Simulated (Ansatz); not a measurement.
TiB₂:
Space group P6/mmm (No. 191); a = 3.0318 Å, b = 3.0318 Å, c = 3.2245 Å, α = 90.00°, β = 90.00°, γ = 120.00°

| atom | site | symmetry | x | y | z |
|---|---|---|---|---|---|
| Ti | 1a | 6/mmm | 0.0000 | 0.0000 | 0.0000 |
| B | 2d | -6m2 | 0.3333 | 0.6667 | 0.5000 |

Relaxed with PBE.

Q: Which orbitals make up the states near the Fermi level in the program Ansatz at the PBE level (PAW)?

A: Within 0.5 eV of the Fermi level: Ti 3d 82 %, B 2p 16 %. Projections are on Löwdin-orthogonalised atomic valence shells; empty p or d shells of many metals are not among them.

Q: Tabulate the density of states.

A: States/eV per cell of 3 atoms, in 0.25 eV bins, energy from the Fermi level.

```tsv
E (eV)	total	Ti 3d	B 2p	B 2s
-7.85	0.63	0.09	0.35	0.16
-7.60	0.63	0.08	0.37	0.16
-7.35	0.56	0.08	0.33	0.13
-7.10	0.55	0.08	0.33	0.11
-6.85	0.56	0.09	0.35	0.10
-6.60	0.59	0.09	0.37	0.09
-6.35	0.63	0.10	0.41	0.08
-6.10	0.71	0.11	0.48	0.08
-5.85	0.91	0.14	0.63	0.08
-5.60	0.79	0.12	0.57	0.06
-5.35	0.89	0.15	0.63	0.06
-5.10	1.08	0.19	0.77	0.06
-4.85	1.06	0.21	0.75	0.06
-4.60	1.17	0.24	0.83	0.05
-4.35	1.24	0.25	0.89	0.05
-4.10	1.32	0.28	0.95	0.04
-3.85	1.44	0.33	1.02	0.03
-3.60	1.58	0.39	1.10	0.02
-3.35	2.03	0.60	1.35	0.02
-3.10	2.46	0.85	1.54	0.01
-2.85	1.57	0.61	0.92	0.01
-2.60	1.17	0.53	0.62	0.00
-2.35	0.94	0.52	0.40	0.01
-2.10	0.93	0.59	0.32	0.01
-1.85	0.98	0.67	0.27	0.01
-1.60	0.95	0.68	0.24	0.01
-1.35	0.85	0.62	0.20	0.01
-1.10	0.75	0.56	0.17	0.00
-0.85	0.61	0.47	0.12	0.00
-0.60	0.46	0.36	0.08	0.00
-0.35	0.25	0.21	0.04	0.00
-0.10	0.24	0.20	0.03	0.00
0.15	0.48	0.39	0.08	0.00
0.40	0.69	0.57	0.11	0.00
0.65	0.85	0.71	0.12	0.00
0.90	0.99	0.83	0.14	0.00
1.15	1.25	1.05	0.18	0.01
1.40	1.64	1.38	0.23	0.01
1.65	1.84	1.51	0.27	0.03
1.90	2.09	1.71	0.31	0.05
2.15	2.41	2.02	0.32	0.04
2.40	2.48	2.15	0.26	0.04
2.65	2.81	2.38	0.35	0.05
2.90	3.50	2.90	0.49	0.07
3.15	1.91	1.44	0.38	0.08
3.40	1.48	1.06	0.31	0.09
3.65	1.41	0.91	0.36	0.11
3.90	1.32	0.82	0.34	0.12
4.15	1.09	0.65	0.31	0.09
4.40	1.58	0.98	0.37	0.17
4.65	0.90	0.50	0.24	0.09
```

The cell was relaxed with PBE under the symmetry of its start. The run is not spin-polarised.

Potentials: the earlier of the program's two PAW sets.
